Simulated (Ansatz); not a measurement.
### Question
Each is relaxed and computed with plane-wave PAW PBE (Ansatz code). Which is the only one with a gap?
A) SiRu2, P4/nmm (Ru on 2a, Ru on 2c, Si on 2c)
B) SiC2, P4_2/mmc (Si on 2e, C on 4i)
C) Si3N4, P6_3/m (Si on 6h, N on 2d, N on 6h)
D) SiMo3, Fm-3m (Si on 4a, Mo on 4b, Mo on 8c)

### Answer
C, Si3N4, P6_3/m (Si on 6h, N on 2d, N on 6h). Si3N4: gap 4.25 eV (indirect); SiRu2: metal; SiMo3: metal; SiC2: metal. Constructed cells (a structure type filled with these elements, in neither database checked): SiRu2, P4/nmm (Ru on 2a, Ru on 2c, Si on 2c); SiMo3, Fm-3m (Si on 4a, Mo on 4b, Mo on 8c). Typed or built starts, not in the databases checked: SiC2, P4_2/mmc (Si on 2e, C on 4i). All cells were relaxed under the symmetry of their starts (and spin orders); stability against distortions was not tested throughout. Rows with no word on spin ran without spin polarisation. Spin–orbit coupling is left out wherever it is not named.

Potentials: the earlier of the program's two PAW sets.
